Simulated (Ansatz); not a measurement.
A geometry of SiO$_{2}$ away from equilibrium: step 8 of the relaxation of a generated cell, SiO2 built in the 3R-MoS2 structure type. Computed with PBEsol (plane waves to 420 eV, PAW, scalar-relativistic; Ansatz, a first-principles code). Γ-centred k-mesh 11×11×11 on the run's cell (coarser than for final values), Fermi–Dirac smearing 0.05 eV.

```
SiO2
1.0
    1.29340     0.74674     4.80490
   -1.29340     0.74674     4.80490
    0.00000    -1.49348     4.80490
Si O
1 2
Direct
  0.99998   0.99998   0.99998
  0.74151   0.74151   0.74151
  0.59181   0.59181   0.59181
```

### Question
Which atoms carry the largest force, and which way does it point?

### Answer
0.01 eV/Å, on O2, O3 (atoms numbered as listed); on O3 its components are (0.00, 0.00, -0.01).

### Question
What is the pressure?

### Answer
+4.4 GPa, compression positive.

No spin polarisation in the result. Without a van der Waals term the distances between weakly bound units are poorly fixed.

The run could not lose the symmetry of its start, so the end can be a saddle point.

The end of the path is a generated cell of SiO2: the first start was made by placing the elements on the sites of a structure type, and the end was not matched to a known phase here, so it may be hypothetical. Known forms of SiO2 include space group No. 92, 136, 152, 154.
